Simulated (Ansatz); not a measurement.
AlAs:
Space group F-43m (No. 216); a = 5.6745 Å, b = 5.6745 Å, c = 5.6745 Å, α = 90.00°, β = 90.00°, γ = 90.00°

| atom | site | symmetry | x | y | z |
|---|---|---|---|---|---|
| As | 4c | -43m | 0.2500 | 0.2500 | 0.2500 |
| Al | 4a | -43m | 0.0000 | 0.0000 | 0.0000 |
(The calculation used a cell of 2 atoms; values per cell refer to that cell.)

Relaxed with PBEsol. Plane-wave PAW PBEsol (Ansatz code) gives a gap of 1.34 eV.

Q: What gap does HSE06 give on the same cell (Ansatz, PAW)?

A: 2.09 eV, 0.75 eV more. The hybrid was solved on a coarser mesh and at special points; its gap is the smallest among all of these.

| k | v1 PBEsol | c1 PBEsol | v1 HSE06 | c1 HSE06 |
|---|---|---|---|---|
| Γ | 0.00 | 1.91 | ___ | ___ |
| X | -2.16 | 1.34 | -2.36 | 2.09 |
| L | -0.82 | 2.05 | ___ | ___ |
| W | -2.82 | 4.23 | ___ | ___ |
| K | -1.79 | 2.15 | ___ | ___ |

Q: Top valence (v1) and lowest conduction level (c1) in eV from each method's valence maximum (which need not be a listed point): supply the withheld HSE06 values.

A: 
- W, v1 HSE06: -3.02
- W, c1 HSE06: 5.08
- Γ, v1 HSE06: 0.00
- Γ, c1 HSE06: 2.89
- L, v1 HSE06: -0.89
- L, c1 HSE06: 2.90
- K, v1 HSE06: -1.95
- K, c1 HSE06: 2.94

Cost on shared cores: the PBEsol run (SCF on a 8×8×8 mesh, then bands and DOS) roughly 12 core-seconds, the HSE06 run (SCF on 6×6×6, then a few points) very roughly 70 core-seconds; the tasks are unlike.

The cell was relaxed with PBEsol under the symmetry of its start. Spin–orbit coupling is left out wherever it is not named.

Potentials: the later of the program's two PAW sets.
